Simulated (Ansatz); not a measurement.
Li (bcc, W type)

```
CELL_PARAMETERS angstrom
     -1.73814     1.73814     1.73814
      1.73814    -1.73814     1.73814
      1.73814     1.73814    -1.73814
ATOMIC_POSITIONS crystal
  Li 0.00000 0.00000 0.00000
```

This relaxed cell (volume V₀) is scaled evenly in all directions, its shape held. Symmetry pins the atoms to their sites.

Calculation: r2SCAN (plane waves to 500 eV, PAW, scalar-relativistic; Ansatz, a quantum-chemistry and plane-wave program). k mesh 19×19×19 (Γ-centred), Fermi-Dirac smearing 0.05 eV. The energy includes the smearing's −TS. Li was relaxed with its symmetry unable to fall. The PAW data are Ansatz's earlier set. The zero of ΔE is the relaxed starting cell.

| a (Å) | ΔE (kJ/mol of atoms) |
|---|---|
| 3.2800 | … |
| 3.3211 | 1.6 |
| 3.3613 | 0.9 |
| 3.4005 | 0.4 |
| 3.4388 | 0.1 |
| 3.4763 | 0.0 |
| 3.5130 | 0.1 |
| 3.5489 | 0.3 |
| 3.5841 | 0.7 |
| 3.6187 | 1.1 |
| 3.6526 | 1.7 |

Some entries are withheld; supply them.


- 3.2800, ΔE (kJ/mol of atoms): 2.7

(Under strain, the slope of the energy per volume gives the stress and its curvature an elastic modulus.)
